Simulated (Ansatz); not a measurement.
The start is a generated cell, W placed in the AFLOW prototype A_cI16_220_c (as in Li). The cell and all atomic positions are relaxed at zero pressure with PBE (plane waves to 420 eV, PAW, scalar-relativistic; Ansatz, a quantum-chemistry and plane-wave program). The first steps use a coarse 7×7×7 k-mesh.

Starting cell:
```
W
1.0
   -3.16000     3.16000     3.16000
    3.16000    -3.16000     3.16000
    3.16000     3.16000    -3.16000
W
8
Cartesian
  1.27032   1.27032   1.27032
 -1.27032   1.88968   1.27032
  1.88968   1.27032  -1.27032
  1.27032  -1.27032   1.88968
  2.85032   2.85032   2.85032
  0.30968   3.46968  -0.30968
  3.46968  -0.30968   0.30968
 -0.30968   0.30968   3.46968
```

Problem. What is the largest force in the starting geometry, and on which atom (counted from 1)?

Solution. 1.29 eV/Å, on W1, W2, W3, W4, W5, W6, W7, W8 (atoms numbered as listed).

Problem. What symmetry does the relaxed structure have?

Solution. The space group goes from I-43d (No. 220) to Im-3m (No. 229); the end is bcc (W type), with 1 atom in the primitive cell.

Problem. By how much does the energy per atom fall from start to end?

Solution. 0.72 to 0.73 eV/atom (the two k-meshes of the run give this range).

Problem. Is the relaxed structure metallic? Give its gap.

Solution. No gap (metallic).

Problem. Write out the relaxed structure.

Solution. 
Space group Im-3m (No. 229); a = 3.1837 Å, b = 3.1837 Å, c = 3.1837 Å, α = 90.00°, β = 90.00°, γ = 90.00°

| atom | site | symmetry | x | y | z |
|---|---|---|---|---|---|
| W | 2a | m-3m | 0.0000 | 0.0000 | 0.0000 |
(The calculation used a cell of 1 atom; values per cell refer to that cell.)

Final values are on a 20×20×20 k-mesh of the relaxed cell. No spin polarisation in the result.

The run could not lose the symmetry of its start.
